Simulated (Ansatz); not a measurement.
YSiNO2:
```xyz
5
Lattice="3.5780 0.0000 0.0000 0.0000 3.5780 0.0000 0.0000 0.0000 3.6967" Properties=species:S:1:pos:R:3 pbc="T T T"
Y      0.0000     0.0000     1.8484
Si     1.7890     1.7890     0.0000
N      1.7890     1.7890     1.8484
O      1.7890     0.0000     0.0000
O      0.0000     1.7890     0.0000
```

Relaxed with r²SCAN. The program Ansatz at the r²SCAN level (PAW) gives a gap of 2.08 eV.

**Question.** What gap does HSE06 give on the same cell (Ansatz, PAW)?

**Answer.** 2.89 eV, 0.81 eV more. The hybrid was solved on a coarser mesh and at special points; its gap is the smallest among all of these.

Cost on shared cores: the r²SCAN run (SCF on a 8×8×8 mesh, then bands and DOS) very roughly 70 core-seconds, the HSE06 run (SCF on 5×5×5, then a few points) around 80 core-seconds (rough); the tasks are unlike.

Space group P4/mmm. The start of the workflow was typed in or built on a structure type; neither database checked (COD, Materials Project) lists it. COD files the formula under space group No. 15, 63, so this cell is another polymorph or a model. Its standing as an ambient phase is unchecked. Symmetry was held in the r²SCAN relaxation; whether a distortion lowers the energy is not shown. No spin polarisation was allowed. Spin–orbit coupling is left out wherever it is not named.

Potentials: the earlier of the program's two PAW sets.
